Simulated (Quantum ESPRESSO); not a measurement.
K₄BrCl₃, space group Pm-3m (No. 221):

```
CELL_PARAMETERS angstrom
      6.46591     0.00000     0.00000
      0.00000     6.46591     0.00000
      0.00000     0.00000     6.46591
ATOMIC_POSITIONS crystal
  K  0.00000 0.00000 0.00000
  Br 0.50000 0.00000 0.00000
  K  0.00000 0.50000 0.50000
  Cl 0.50000 0.50000 0.50000
  K  0.50000 0.00000 0.50000
  Cl 0.00000 0.00000 0.50000
  K  0.50000 0.50000 0.00000
  Cl 0.00000 0.50000 0.00000
```
The cell was made here from a computed Materials Project entry: one of 4 Cl replaced by Br, cell and atoms relaxed (PBE without dispersion, pw.x of a modified build of Quantum ESPRESSO, symmetry kept). The parent is KCl in Fm-3m. The swapped cell is a model, not a known phase. Stability against distortions was not tested.

```tsv
site	Wyckoff letter	site symmetry
K1	c	4/mmm
Br	b	m-3m
K2	a	m-3m
Cl	d	4/mmm
```

Cores are frozen. Against all-electron runs on small test molecules, this scheme's |Vzz| missed by +10 % on K.

### Question
Where does symmetry force the field gradient to vanish or to be axial, and what does the PAW reconstruction of the field gradient on a scalar-relativistic PBE ground state (Quantum ESPRESSO, JTH datasets) give?

### Answer
```
site                                by symmetry  Vzz (a.u.)   η_Q
----  -----------------------------------------  ----------  ----
K1    axial, η = 0 (an axis of order 3 or more)      -0.025  0.00
Br                        vanishes (cubic site)           0     –
K2                        vanishes (cubic site)           0     –
Cl    axial, η = 0 (an axis of order 3 or more)  under 0.02     –
```
